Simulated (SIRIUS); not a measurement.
Band structure of ZnCd3S4 (P-43m, 8 atoms in the cell; from Materials Project mp-1078780).

```yaml
crystal:
  lattice:
    - [5.75955, 0.00000, 0.00000]
    - [0.00000, 5.75955, 0.00000]
    - [0.00000, 0.00000, 5.75955]
  atoms:
    - { symbol: Zn, position: [0.00000, 0.00000, 0.00000] }
    - { symbol: Cd, position: [0.00000, 0.50000, 0.50000] }
    - { symbol: Cd, position: [0.50000, 0.00000, 0.50000] }
    - { symbol: Cd, position: [0.50000, 0.50000, 0.00000] }
    - { symbol: S, position: [0.76361, 0.76361, 0.23639] }
    - { symbol: S, position: [0.76361, 0.23639, 0.76361] }
    - { symbol: S, position: [0.23639, 0.23639, 0.23639] }
    - { symbol: S, position: [0.23639, 0.76361, 0.76361] }
```

Computed with PBEsol, GBRV PBEsol ultrasoft pseudopotentials (plane waves; SIRIUS).

Settings: parameters.ngridk = 5 5 5; parameters.xc_functionals = [XC_GGA_X_PBE_SOL, XC_GGA_C_PBE_SOL]; parameters.gk_cutoff = 6.325 1/bohr; parameters.pw_cutoff = 14.143 1/bohr; parameters.smearing = gaussian; parameters.smearing_width = 0.000734986 Ha; potentials = GBRV PBEsol ultrasoft pseudopotentials; parameters.electronic_structure_method = pseudopotential; parameters.num_bands = 46; parameters.num_mag_dims = 0; parameters.num_dft_iter = 100; parameters.energy_tol = 1e-07 Ha; parameters.density_tol = 1e-06; mixer.type = anderson.

The structure comes from a collection of computed structures, made at another level of theory; the collection holds predicted forms beside known ones.

**Question.** Predict the gap along the standard path and the places of the band edges.

**Answer.** The gap along the path is 1.11 eV, direct at Γ to within 0.01 eV.

Points are given in units of this cell's reciprocal vectors. Levels in eV from the top of the valence band on the path, bands 37 to 44:
```tsv
point	37	38	39	40	41	42	43	44
Γ (0 0 0)	-1.84	0.00	0.00	0.00	1.11	3.43	3.43	3.43
X (0 0.5 0)	-1.15	-1.15	-0.88	-0.88	3.54	3.58	4.64	4.67
M (0.5 0.5 0)	-0.87	-0.87	-0.86	-0.48	3.83	4.32	4.32	4.45
R (0.5 0.5 0.5)	-0.72	-0.72	-0.56	-0.56	2.76	2.91	2.91	2.91
```
